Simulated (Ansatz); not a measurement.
Molecular dynamics on a 2×2×2 supercell (16 atoms) of Sn (diamond), relaxed with r2SCAN. Forces come from PBEsol in Ansatz 0.2.0: constant energy and volume (NVE), velocities drawn at 200 K, steps of 1.5 fs. Classical nuclei, no spin polarisation; a few dozen steps show the first response, not equilibrium.

```yaml
crystal:
  lattice:
    - [0.0, 6.5689195584, 6.5689195584]
    - [6.5689195584, 0.0, 6.5689195584]
    - [6.5689195584, 6.5689195584, 0.0]
  atoms:
    - { symbol: Sn, position: [0.0, 0.0, 0.0] }
    - { symbol: Sn, position: [0.125, 0.125, 0.125] }
    - { symbol: Sn, position: [0.0, 0.0, 0.5] }
    - { symbol: Sn, position: [0.125, 0.125, 0.625] }
    - { symbol: Sn, position: [0.0, 0.5, 0.0] }
    - { symbol: Sn, position: [0.125, 0.625, 0.125] }
    - { symbol: Sn, position: [0.0, 0.5, 0.5] }
    - { symbol: Sn, position: [0.125, 0.625, 0.625] }
    - { symbol: Sn, position: [0.5, 0.0, 0.0] }
    - { symbol: Sn, position: [0.625, 0.125, 0.125] }
    - { symbol: Sn, position: [0.5, 0.0, 0.5] }
    - { symbol: Sn, position: [0.625, 0.125, 0.625] }
    - { symbol: Sn, position: [0.5, 0.5, 0.0] }
    - { symbol: Sn, position: [0.625, 0.625, 0.125] }
    - { symbol: Sn, position: [0.5, 0.5, 0.5] }
    - { symbol: Sn, position: [0.625, 0.625, 0.625] }
kpoints:
  mp_grid: { grid: [2, 2, 2] }
hamiltonian:
  xc: pbesol
scf:
  occupations: { method: fermi_dirac, width: 0.02 }
md:
  ensemble: nve
  temperature: 200
  timestep: 1.5
  n_steps: 30
  initial_velocities: maxwell_boltzmann
  seed: 6762
```

Command: `ansatz run input.yaml --threads 4 --pin off --max-ram 3686MiB --backend cpu --events-out ev --progress --plain --runs-dir out`. It took 6 min on 4 threads of Arm Neoverse N1 (shared host); peak host memory 2.3 GiB.

Q: How do temperature and energy develop?

A: The temperature goes from 200 K to 108 K in 45 fs. The atoms start on their lattice sites with kinetic energy alone, so much of it first passes into potential energy. The conserved energy stays within 0.01 meV an atom. By the last step the atoms have moved 0.08 Å in the root mean square, the drift of the whole cell taken out, 0.15 Å at most.
```csv
step,t (fs),T (K),free energy F from step 0 (meV/atom),kinetic energy (meV/atom),largest force (eV/Å)
0,0,200,0.0,24.2,0.00
1,1.5,200,0.0,24.2,0.04
2,3,199,0.1,24.1,0.08
3,4.5,198,0.2,24.0,0.12
4,6,197,0.4,23.9,0.16
5,7.5,195,0.6,23.7,0.19
6,9,193,0.8,23.4,0.23
7,10.5,191,1.1,23.1,0.26
8,12,188,1.4,22.8,0.30
9,13.5,185,1.8,22.4,0.33
10,15,182,2.2,22.1,0.36
11,16.5,179,2.6,21.6,0.40
12,18,175,3.0,21.2,0.43
13,19.5,171,3.5,20.7,0.46
14,21,167,4.0,20.2,0.48
15,22.5,163,4.5,19.7,0.51
16,24,159,5.0,19.2,0.54
17,25.5,154,5.5,18.7,0.56
18,27,150,6.0,18.2,0.58
19,28.5,146,6.6,17.7,0.60
20,30,142,7.1,17.2,0.62
21,31.5,137,7.6,16.7,0.64
22,33,133,8.1,16.2,0.66
23,34.5,129,8.6,15.7,0.68
24,36,126,9.0,15.2,0.69
25,37.5,122,9.4,14.8,0.70
26,39,119,9.9,14.4,0.72
27,40.5,116,10.2,14.0,0.73
28,42,113,10.6,13.6,0.74
29,43.5,110,10.9,13.3,0.75
30,45,108,11.2,13.0,0.75
```

Positions (Å) and forces (eV/Å) at step 30:
```
Sn  -0.074  -0.025  -0.041     0.593   0.047  -0.059
Sn   1.611   1.633   1.634     0.136  -0.282  -0.071
Sn   3.276   3.291  -0.017    -0.288   0.004   0.130
Sn   4.895   4.949   1.603    -0.199   0.052   0.353
Sn   3.285  -0.063   3.330    -0.020   0.455  -0.517
Sn   4.983   1.651   4.827    -0.129  -0.196   0.131
Sn   6.571   3.349   3.280     0.097   0.138  -0.265
Sn   8.189   4.984   4.937    -0.102  -0.289   0.327
Sn  -0.038   3.231   3.298     0.294   0.165  -0.089
Sn   1.669   4.836   4.935    -0.336   0.540  -0.196
Sn   3.262   6.617   3.322     0.101  -0.333   0.011
Sn   4.931   8.240   4.959     0.027  -0.456   0.221
Sn   3.399   3.301   6.476    -0.340  -0.481   0.468
Sn   4.919   4.884   8.225     0.026   0.087   0.152
Sn   6.573   6.549   6.667     0.002   0.391  -0.184
Sn   8.238   8.262   8.254     0.139   0.158  -0.412
```
